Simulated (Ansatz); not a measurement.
BiRh:
```cif
data_Bi2Rh2
_chemical_formula_sum 'Bi2 Rh2'
_space_group_name_H-M_alt 'P63/mmc'
_space_group_IT_number 194
_space_group_name_Hall '-P 6c 2c'
_cell_length_a 4.11227
_cell_length_b 4.11227
_cell_length_c 5.63248
_cell_angle_alpha 90.000
_cell_angle_beta 90.000
_cell_angle_gamma 120.000
loop_
_atom_site_label
_atom_site_type_symbol
_atom_site_symmetry_multiplicity
_atom_site_Wyckoff_symbol
_atom_site_fract_x
_atom_site_fract_y
_atom_site_fract_z
_atom_site_occupancy
Bi1 Bi 2 c 0.33333 0.66667 0.25000 1
Rh1 Rh 2 a 0.00000 0.00000 0.00000 1
```

Relaxed at zero pressure with the program Ansatz at the PBEsol level (PAW).

Question: The volume is lowered by 6 % and shape and atoms relax at that volume. What pressure results, and how do the axes share the change?

Answer: 9.6 GPa; a -2.2 %, b -2.2 %, c -1.7 %; the energy rises by 35 meV/atom.

Question: Give the new structure.

Answer: 
Space group P6₃/mmc (No. 194); a = b = 4.022 Å, c = 5.535 Å, α = β = 90.00°, γ = 120.00°

| atom | site | symmetry | x | y | z |
|---|---|---|---|---|---|
| Bi | 2c | -6m2 | 0.3333 | 0.6667 | 0.2500 |
| Rh | 2a | -3m. | 0.0000 | 0.0000 | 0.0000 |

The phase is kept; no other phase was compared at this pressure.

Space group P6_3/mmc (NiAs type). The first step of the workflow began from a Materials Project structure, measured or hypothetical; the Crystallography Open Database files this formula in space group No. 194, but the cells were not matched. Its standing as an ambient phase is unchecked. The PBEsol relaxation kept the symmetry of its start; of distortions, only those at the zone centre were tested. No spin polarisation was allowed. Axis ratios of metals converge slowly with the k-mesh, so a and c are less sure than the volume. Spin–orbit coupling is left out wherever it is not named.

Potentials: the later of the program's two PAW sets.
